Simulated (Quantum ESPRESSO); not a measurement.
# W3MoS3Se5: convergence and cost over cutoff and k mesh

Computed values, not a measurement. The program is pw.x of Quantum ESPRESSO 7.5 (plane-wave density functional theory). The cell is made up: 12 atoms on a layered 2H lattice, with randomly drawn elements, strain and displacements, not relaxed. PseudoDojo standard norm-conserving files (v0.5 for PBE, v0.4.1 for LDA and PBEsol) set the functional; there is no spin polarisation, spin-orbit coupling or dispersion term, and the masses in the input are unused placeholders.

Input of the run in row 4:

```
&control calculation='scf', pseudo_dir='./dojo.nc.sr.pbe.v0_5.standard.upf', outdir='./o', disk_io='low', tprnfor=.true., tstress=.true. /
&system ibrav=0, nat=12, ntyp=4, nbnd=83, ecutwfc=85.99341389, nosym=.true., tot_charge=0,
 occupations='smearing', smearing='fd', degauss=0.0018374661
/
&electrons conv_thr=7.350e-09, electron_maxstep=60, /
ATOMIC_SPECIES
Mo 1.0 Mo.upf
S 1.0 S.upf
Se 1.0 Se.upf
W 1.0 W.upf
CELL_PARAMETERS angstrom
3.2389 0.0 0.0
0.0 5.61 0.0
0.0 0.0 12.9234
ATOMIC_POSITIONS angstrom
W 0.0418 1.7837 3.2786
Mo 1.5726 0.891 9.689
W 1.623 4.7373 3.215
W -0.0312 3.7677 9.7096
S -0.0632 1.7608 8.0666
Se 0.011 1.9237 11.3766
S 1.7586 0.928 1.6169
Se 1.6332 0.7474 4.7894
Se 1.5418 4.6781 8.122
S 1.6397 4.7025 11.3932
Se 0.0804 3.7523 1.6557
Se 0.0768 3.6837 4.866
K_POINTS automatic
7 4 2 1 1 1
```

The same cell was run at these settings. Meshes are shifted by half a step, and differences are from the last row, which is itself not exact.

```
cutoff (eV)     k mesh  k points solved  threshold (eV)  free energy less the last row's (eV)  pressure (GPa)  largest stress difference (GPa)  largest force difference (eV/Å)  iterations  wall time (s)  k-point pools                  processor
        819  2 x 2 x 2                4           1e-04                                 5.255          -39.46                            47.95                            0.555          14             53              4  Intel Xeon, 2023 or later
       1170  1 x 1 x 1                1           1e-07                                -2.484            9.65                             6.03                            2.070          18             97              4  Intel Xeon, 2023 or later
        649  7 x 4 x 2               28           1e-07                                91.003         -336.48                           343.87                            0.097          23            231              4  Intel Xeon, 2023 or later
       1170  7 x 4 x 2               28           1e-07                                 0.003            7.14                             0.03                            0.008          23            602              4  Intel Xeon, 2023 or later
       1467  9 x 6 x 4              108           1e-07                                 0.000            7.13                             0.00                            0.000          23           3140              4  Intel Xeon, 2023 or later
```

Each pool is one process. Wall times include start-up and a band step at six k points, which weighs most on the coarsest meshes. The runs were on shared virtual cores whose load varied, so times are rough.